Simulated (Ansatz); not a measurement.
GaN:
Space group F-43m (No. 216); a = b = c = 4.549 Å, α = β = γ = 90.00°

| atom | site | symmetry | x | y | z |
|---|---|---|---|---|---|
| Ga | 4a | -43m | 0.0000 | 0.0000 | 0.0000 |
| N | 4d | -43m | 0.7500 | 0.7500 | 0.7500 |
(The calculation used a cell of 2 atoms; values per cell refer to that cell.)

Relaxed with PBE.

Problem. Which orbitals make up the states near the band edges in PBE in the plane-wave PAW code Ansatz?

Solution. Top 1 eV of the valence band: N 2p 89 %, Ga 4p 8 %. Bottom 1 eV of the conduction band: N 2s 36 %, Ga 4s 36 %, N 2p 19 %, Ga 4p 7 %. Projections are on Löwdin-orthogonalised atomic valence shells; empty p or d shells of many metals are not among them.

Problem. Tabulate the density of states.

Solution. States/eV per cell of 2 atoms, in 0.25 eV bins, energy from the valence-band maximum.

```csv
E (eV),total,N 2p,Ga 4p,Ga 4s
-7.85,0.00,0.00,0.00,0.00
-7.60,0.00,0.00,0.00,0.00
-7.35,0.00,0.00,0.00,0.00
-7.10,0.00,0.00,0.00,0.00
-6.85,0.03,0.02,0.01,0.01
-6.60,0.25,0.13,0.05,0.06
-6.35,0.42,0.22,0.08,0.11
-6.10,0.63,0.34,0.11,0.17
-5.85,1.76,0.97,0.16,0.57
-5.60,1.59,0.87,0.13,0.50
-5.35,0.64,0.34,0.07,0.16
-5.10,0.46,0.25,0.05,0.10
-4.85,0.36,0.20,0.04,0.08
-4.60,0.30,0.16,0.03,0.06
-4.35,0.26,0.14,0.02,0.05
-4.10,0.36,0.21,0.06,0.04
-3.85,0.84,0.53,0.20,0.05
-3.60,0.92,0.60,0.21,0.06
-3.35,0.86,0.57,0.19,0.06
-3.10,0.93,0.63,0.20,0.06
-2.85,1.05,0.73,0.22,0.05
-2.60,1.32,0.96,0.27,0.05
-2.35,1.41,1.05,0.27,0.04
-2.10,1.38,1.06,0.25,0.04
-1.85,1.39,1.09,0.23,0.03
-1.60,1.40,1.12,0.21,0.03
-1.35,1.43,1.18,0.19,0.02
-1.10,1.47,1.24,0.17,0.01
-0.85,1.11,0.97,0.10,0.01
-0.60,0.74,0.66,0.05,0.01
-0.35,0.51,0.46,0.03,0.00
-0.10,0.20,0.19,0.01,0.00
0.15,0.00,0.00,0.00,0.00
0.40,0.00,0.00,0.00,0.00
0.65,0.00,0.00,0.00,0.00
0.90,0.00,0.00,0.00,0.00
1.15,0.00,0.00,0.00,0.00
1.40,0.00,0.00,0.00,0.00
1.65,0.00,0.00,0.00,0.00
1.90,0.01,0.00,0.00,0.00
2.15,0.01,0.00,0.00,0.01
2.40,0.02,0.00,0.00,0.01
2.65,0.03,0.01,0.00,0.01
2.90,0.05,0.01,0.01,0.01
3.15,0.06,0.02,0.01,0.02
3.40,0.10,0.02,0.02,0.02
3.65,0.19,0.03,0.07,0.03
3.90,0.27,0.05,0.11,0.03
4.15,0.38,0.07,0.15,0.05
4.40,0.57,0.10,0.22,0.08
4.65,0.80,0.14,0.30,0.13
4.90,0.83,0.15,0.32,0.13
5.15,0.85,0.16,0.33,0.14
5.40,0.85,0.16,0.33,0.14
5.65,0.82,0.16,0.32,0.14
5.90,0.77,0.16,0.31,0.13
6.15,0.80,0.19,0.35,0.12
6.40,0.53,0.12,0.23,0.08
```

The PBE relaxation kept the symmetry of its start. Scalar-relativistic: spin–orbit coupling is off unless named, which matters more the heavier the elements.

Potentials: the earlier of the program's two PAW sets.
